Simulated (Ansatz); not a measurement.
SbTePd: input and output

The input, for Ansatz 0.2.0 (plane waves, PAW):

```yaml
crystal:
  lattice:
    - [6.46269738, 0.0, 0.0]
    - [0.0, 6.46269738, 0.0]
    - [0.0, 0.0, 6.46269738]
  atoms:
    - { symbol: Pd, position: [0.99802, 0.99802, 0.99802] }
    - { symbol: Pd, position: [0.50198, 0.00198, 0.49802] }
    - { symbol: Pd, position: [0.49802, 0.50198, 0.00198] }
    - { symbol: Pd, position: [0.00198, 0.49802, 0.50198] }
    - { symbol: Sb, position: [0.62709, 0.62709, 0.62709] }
    - { symbol: Sb, position: [0.87291, 0.37291, 0.12709] }
    - { symbol: Sb, position: [0.12709, 0.87291, 0.37291] }
    - { symbol: Sb, position: [0.37291, 0.12709, 0.87291] }
    - { symbol: Te, position: [0.37278, 0.37278, 0.37278] }
    - { symbol: Te, position: [0.12722, 0.62722, 0.87278] }
    - { symbol: Te, position: [0.87278, 0.12722, 0.62722] }
    - { symbol: Te, position: [0.62722, 0.87278, 0.12722] }
  symmetry: { tolerance: 0.0003 }
kpoints:
  mp_grid: { grid: [5, 5, 5], shift: [0, 0, 0] }
  band_path:
    path:
      - [0.0, 0.0, 0.0]
      - [0.0, 0.5, 0.0]
      - [0.5, 0.5, 0.0]
      - [0.0, 0.0, 0.0]
      - [0.5, 0.5, 0.5]
      - [0.0, 0.5, 0.0]
      - [0.5, 0.5, 0.5]
      - [0.5, 0.5, 0.0]
      - [0.5, 0.0, 0.0]
    npoints: 7
magnetization:
  spin_polarized: false
scf:
  occupations: { method: fermi_dirac }
  lower_state_search: "off"
  max_iter: 200
hamiltonian:
  pseudopotentials: { kind: paw }
  xc: r2scan
basis:
  ecutwfc: 500
  fft_grid_basis: typed
output:
  forces: true
  stress: true
  eigenvalues: true
  bader: true
  populations: true
  elf: true
  write_potential: true
  volumetric_format: npy
  dos:
    e_range: [-12, 8]
    de: 0.05
    projected: { site_lists: { Pd: [Pd], Sb: [Sb], Te: [Te] } }
checkpoint:
  read: saved_state
```

The run starts from an earlier solution of this cell. 

Output (shortened):

```
Pseudopotentials: kind: paw
Pseudopotential: Pd, paw, valence charge 18, recommended cutoff 500 eV (meta_gga), Pd.paw.azcp
Pseudopotential: Sb, paw, valence charge 15, recommended cutoff 500 eV (meta_gga), Sb.paw.azcp
Pseudopotential: Te, paw, valence charge 16, recommended cutoff 500 eV (meta_gga), Te.paw.azcp
Functional definition: r2SCAN
  exchange = r2scan_x(k0 = k0, k1 = k1, a1 = a1)
  correlation = r2scan_c
Crystal: 12 atoms, lattice volume = 269.924 Å³
Basis set: ecut = 500 eV, 6859 PW (Γ), exchange–correlation on 192×192×192 points (64 copies of the dense FFT grid, shifted against one another)
Bands: 118, of which v1, the nominal top of the filled ones, is band 98 counted from 1 (97 counted from 0)
Symmetry: 12 space group operations
Space group: P213 (ITA 198), of the structure as read, at distance tolerance 1.9e-3 Å
k-points: 11 of 125 (time reversal used)
Initial density: read from a saved state, or passed on in memory by an earlier SCF of this step, an earlier step, the calling program or the single point that the run made first
Functional: x = r2scan, c = r2scan; τ floored in thin density (d = 2e-4 eV/Å³)
Free energy (F): -81922.9044 eV
Harris-Foulkes:  -81922.9044 eV  (|F-HF|=6.39e-9)
Internal energy: -81922.7457 eV  (E = F + TS)
E sigma→0 (E₀):  -81922.8250 eV
Entropy (-TS):   -0.1587 eV (-13.227 meV/atom)
Fermi energy:    14.1982 eV
--- Per-component energies (eV) ---
  E_band       = -2383.4006
  E_kinetic    = 3621.9110
  E_local      = -19191.3798  (includes V_loc(G=0)·N_el)
  E_nonlocal   = 1079.9502
  E_hartree    = 9385.0779
  E_xc         = -1619.9463
  E_vxc        = -1801.9425  (∫ρ·V_xc dr)
  E_paw        = -52244.0199  (= ΣΔE_a)
  E_vpaw       = -4986.7287  (= ΣTr[D̂ρ^β])
  E_aug_tail   = 0.0003  (compensation charges beyond the density's cutoff)
  E_vtau       = 124.6278  (kinetic-family band-sum trace: ∫τ·v_τ [+ j·A + Jᵃ·Aᵃ] dr)
  E_ewald      = -22955.6943
  E_core_change = 1.3552  (= ΣΔE_core)
  E_smearing   = -0.1587  (= −TS)
--- Forces (eV/Å), atoms counted from 1 ---
  atom   1  Pd     0.3139     0.3139     0.3139
  atom   2  Pd    -0.3139    -0.3139     0.3139
  atom   3  Pd     0.3139    -0.3139    -0.3139
  atom   4  Pd    -0.3139     0.3139    -0.3139
  atom   5  Sb     0.0628     0.0628     0.0628
  atom   6  Sb    -0.0628    -0.0628     0.0628
  atom   7  Sb     0.0628    -0.0628    -0.0628
  atom   8  Sb    -0.0628     0.0628    -0.0628
  atom   9  Te     0.0777     0.0777     0.0777
  atom  10  Te    -0.0777    -0.0777     0.0777
  atom  11  Te     0.0777    -0.0777    -0.0777
  atom  12  Te    -0.0777     0.0777    -0.0777
--- Stress (GPa, compression-positive) ---
        6.7959       0.0000       0.0000
        0.0000       6.7959       0.0000
        0.0000       0.0000       6.7959
  P = ⅓ Tr σ = 6.7959 GPa (67.959 kbar)
--- Löwdin populations: 12 sites ---
  site symbol       q [e]
     0     Pd     17.2615
     1     Pd     17.2615
     2     Pd     17.2615
     3     Pd     17.2615
     4     Sb     15.2105
     5     Sb     15.2105
     6     Sb     15.2105
     7     Sb     15.2105
     8     Te     16.2310
     9     Te     16.2310
    10     Te     16.2310
    11     Te     16.2310
  spilling = 0.0061 (of n_electrons = 196.0000)
--- Bader charges: 12 sites ---
  site symbol  charge [e]  shift [e]
     0     Pd     -0.3814     0.0027
     1     Pd     -0.3814     0.0027
     2     Pd     -0.3814     0.0027
     3     Pd     -0.3814     0.0027
     4     Sb      0.4451     0.0003
     5     Sb      0.4452     0.0003
     6     Sb      0.4452     0.0003
     7     Sb      0.4452     0.0003
     8     Te     -0.0638     0.0024
     9     Te     -0.0638     0.0024
    10     Te     -0.0638     0.0024
    11     Te     -0.0638     0.0024
```

Total energies depend on the potentials used, so only differences within one code and one set of settings carry meaning.

Origin: a database entry at a rescaled volume.
